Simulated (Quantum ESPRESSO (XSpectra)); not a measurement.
Quantum ESPRESSO (XSpectra) run for X-ray absorption at the F K edge of ScF3 (R32). Geometry: Materials Project entry mp-10694 (a computed structure). The cell is the entry's, not relaxed again. The ground-state test found a gap, so occupations are fixed and the excited electron is left out (charged cell on a uniform background); energies count from the highest occupied level. pw.x input:

```
&CONTROL
  calculation = 'scf'
  prefix = 'x'
  pseudo_dir = './pseudo'
  outdir = './out'
/
&SYSTEM
  ibrav = 0
  nat = 32
  ntyp = 3
  ecutwfc = 75
  input_dft = 'PZ'
  tot_charge = 1
  occupations = 'fixed'
/
&ELECTRONS
  conv_thr = 3.2e-07
  mixing_beta = 0.4
/
ATOMIC_SPECIES
Fh 18.998 F.lda-tm-gipaw-star1s.UPF
Sc 44.956 Sc.upf
F 18.998 F.lda-tm-gipaw.UPF
CELL_PARAMETERS angstrom
   5.713679987    3.298794679    4.662294000
  -5.713679987    3.298794679    4.662294000
   0.000000000   -6.597589358    4.662294000
ATOMIC_POSITIONS crystal
Sc     0.000000000    0.000000000    0.000000000
Sc     0.000000000    0.000000000    0.500000000
Sc     1.000000000    0.500000000    1.000000000
Sc     1.000000000    0.500000000    0.500000000
Sc     0.500000000    0.000000000    0.000000000
Sc     0.500000000    1.000000000    0.500000000
Sc     0.500000000    0.500000000    0.000000000
Sc     0.500000000    0.500000000    0.500000000
Fh     0.250000000    0.000965000    0.499035000
F      0.250000000    0.000965000    0.999035000
F      0.250000000    0.500965000    0.499035000
F      0.250000000    0.500965000    0.999035000
F      0.750000000    0.000965000    0.499035000
F      0.750000000    0.000965000    0.999035000
F      0.750000000    0.500965000    0.499035000
F      0.750000000    0.500965000    0.999035000
F      0.499035000    0.250000000    0.000965000
F      0.499035000    0.250000000    0.500965000
F      0.499035000    0.750000000    0.000965000
F      0.499035000    0.750000000    0.500965000
F      0.999035000    0.250000000    0.000965000
F      0.999035000    0.250000000    0.500965000
F      0.999035000    0.750000000    0.000965000
F      0.999035000    0.750000000    0.500965000
F      0.000965000    0.499035000    0.250000000
F      0.000965000    0.499035000    0.750000000
F      0.000965000    0.999035000    0.250000000
F      0.000965000    0.999035000    0.750000000
F      0.500965000    0.499035000    0.250000000
F      0.500965000    0.499035000    0.750000000
F      0.500965000    0.999035000    0.250000000
F      0.500965000    0.999035000    0.750000000
K_POINTS automatic
2 2 2 0 0 0
```

xspectra.x input:

```
&input_xspectra
  calculation = 'xanes_dipole'
  edge = 'K'
  prefix = 'x'
  outdir = './out'
  xonly_plot = .false.
  xiabs = 1
  xcoordcrys = .false.
  xepsilon(1) = 1.0
  xepsilon(2) = 0.0
  xepsilon(3) = 0.0
  xniter = 1500
  xcheck_conv = 50
  xerror = 0.002
  x_save_file = 'x0.sav'
/
&plot
  xnepoint = 451
  xemin = -5.0
  xemax = 40.0
  xgamma = 0.5
  terminator = .true.
  cut_occ_states = .true.
/
&pseudos
  filecore = 'core.wfc'
/
&cut_occ
  cut_desmooth = 0.1
  cut_stepl = 0.01
  cut_ierror = 1e-6
/
3 3 3 1 1 1
```

End of the pw.x output:

```
   -24.6981 -20.3853 -20.3735 -20.1453 -19.9950 -19.9887 -19.9335 -19.9232
   -19.5655 -19.5595 -19.5303 -19.5217 -19.4179 -19.3948 -19.2594 -19.2389
   -19.1175 -19.1154 -19.0918 -19.0854 -18.9218 -18.8714 -18.7099 -18.7098
   -12.7224 -11.8550 -11.8544  -4.1452  -4.1383  -3.6215  -3.4131  -3.4074
    -3.3629  -3.3334  -3.2712  -3.2685  -2.9206  -2.8984  -2.8405  -2.8349
    -2.8284  -2.7102  -2.7028  -2.6407  -2.6352  -2.6326  -2.5684  -2.5668
    -2.5549  -2.5346  -2.5337  -2.4833  -2.4090  -2.3811  -2.3636  -2.3620
    -2.3197  -2.1769  -2.1033  -2.1010  -1.9551  -1.9482  -1.9227  -1.9137
    -1.9084  -1.8482  -1.7831  -1.7664  -1.7095  -1.6791  -1.6525  -1.4970
    -1.4698  -1.4688  -1.4661  -1.4523  -1.2381  -1.2152  -1.1396  -1.0900
    -1.0593  -1.0244  -1.0190  -1.0172  -1.0004  -0.9662  -0.9048  -0.9026
    -0.7066  -0.6391  -0.6249  -0.6180  -0.5075  -0.4751  -0.4730  -0.4264

     highest occupied level (ev):    -0.2096

!    total energy              =   -1953.51163577 Ry
     estimated scf accuracy    <       0.00000019 Ry

     The total energy is the sum of the following terms:
     one-electron contribution =   -1328.78957794 Ry
     hartree contribution      =     754.49791761 Ry
     xc contribution           =    -348.52696677 Ry
     ewald contribution        =   -1030.69300867 Ry

     convergence has been achieved in  11 iterations

     XML data file, charge density, pseudopotentials, collected wavefunctions
```

xspectra.x output, shortened:

```
... Begin STEP 1 ...

        Radial transition matrix element(s) used in the calculation of the
        initial vector of the Lanczos basis (|tilde{phi}_abs> normalized)
        | For PAW proj. (l=1) #1: radial matrix element =   0.122258427
        | For PAW proj. (l=1) #2: radial matrix element =   0.144343984

NB: the     7 k-point are not all listed below because npool=  4
        |-------------------------------------------------------------
        ! k-point #     1:  ( 0.0000,  0.0000,  0.2888),  0.0741,   1
        |-------------------------------------------------------------
 okvan= F
        |   Norm of the initial Lanczos vector: 0.86245143E-01
        !   => CONVERGED at iter    850 with error=  0.00163343
        |-------------------------------------------------------------
        ! k-point #     2:  ( 0.0000, -0.2721,  0.4813),  0.0741,   1
        |-------------------------------------------------------------
 okvan= F
        |   Norm of the initial Lanczos vector: 0.86245119E-01
        !   => CONVERGED at iter    800 with error=  0.00172730
        |-------------------------------------------------------------
        ! k-point #     3:  ( 0.0000, -0.5442,  0.6739),  0.0741,   1
        |-------------------------------------------------------------
 okvan= F
        |   Norm of the initial Lanczos vector: 0.86245150E-01
        !   => CONVERGED at iter    900 with error=  0.00143411
        |-------------------------------------------------------------

        ...
... Begin STEP 2 ...

     The spectrum is calculated using the following parameters:
        energy-zero of the spectrum [eV]:   -0.2096
        the occupied states are elimintate from the spectrum
        xemin [eV]:  -5.00
        xemax [eV]:  40.00
        xnepoint:  451
        constant broadening parameter [eV]:    0.500
        Core level energy [eV]:  -696.7
         (from electron binding energy of neutral atoms in X-ray data booklet)

     Cross-section successfully written in xanes.dat

     ... End STEP 2 ...

     xanes        :    106.88s CPU    107.14s WALL (       1 calls)

     -------------------------------------------------------------------------
                                END JOB XSpectra
     -------------------------------------------------------------------------
```

xanes.dat for the field along x, every fifth line (energy in eV, cross section):

```
   -5.000   2.4730e-04
   -4.500   2.6350e-04
   -4.000   2.8160e-04
   -3.500   3.0210e-04
   -3.000   3.2530e-04
   -2.500   3.5200e-04
   -2.000   3.8280e-04
   -1.500   4.1880e-04
   -1.000   4.6140e-04
   -0.500   5.1250e-04
    0.000   5.7480e-04
    0.500   6.5250e-04
    1.000   7.5170e-04
    1.500   8.8260e-04
    2.000   1.0630e-03
    2.500   1.3250e-03
    3.000   1.7380e-03
    3.500   2.4700e-03
    4.000   4.0240e-03
    4.500   8.0990e-03
    5.000   1.5030e-02
    5.500   1.4220e-02
    6.000   1.3980e-02
    6.500   2.0260e-02
    7.000   2.2260e-02
    7.500   2.4340e-02
    8.000   1.7240e-02
    8.500   1.5160e-02
    9.000   1.6590e-02
    9.500   1.5380e-02
   10.000   1.0960e-02
   10.500   1.0830e-02
   11.000   1.4090e-02
   11.500   1.7470e-02
   12.000   1.7460e-02
   12.500   2.1930e-02
   13.000   2.0500e-02
   13.500   2.0430e-02
   14.000   2.8790e-02
   14.500   2.8630e-02
   15.000   2.6400e-02
   15.500   2.2780e-02
   16.000   1.9850e-02
   16.500   1.7090e-02
   17.000   1.5910e-02
   17.500   1.2320e-02
   18.000   9.7510e-03
   18.500   9.2650e-03
   19.000   8.8810e-03
   19.500   7.4810e-03
   20.000   8.5070e-03
   20.500   9.8400e-03
   21.000   9.1430e-03
   21.500   9.5900e-03
   22.000   1.0180e-02
   22.500   1.1480e-02
   23.000   1.2240e-02
   23.500   1.3110e-02
   24.000   1.6530e-02
   24.500   1.8960e-02
   25.000   2.0710e-02
   25.500   1.6370e-02
   26.000   1.3060e-02
   26.500   9.6470e-03
   27.000   7.6930e-03
   27.500   7.6560e-03
   28.000   7.7280e-03
   28.500   8.4810e-03
   29.000   7.9340e-03
   29.500   7.9390e-03
   30.000   9.5230e-03
   30.500   1.2320e-02
   31.000   1.4130e-02
   31.500   1.6580e-02
   32.000   1.9420e-02
   32.500   1.8580e-02
   33.000   2.1250e-02
   33.500   2.5800e-02
   34.000   2.4450e-02
   34.500   2.2970e-02
   35.000   2.1810e-02
   35.500   2.3390e-02
   36.000   2.9520e-02
   36.500   3.8500e-02
   37.000   3.6610e-02
   37.500   3.2210e-02
   38.000   2.9270e-02
   38.500   2.3450e-02
   39.000   2.0920e-02
   39.500   1.8870e-02
   40.000   1.8110e-02
```
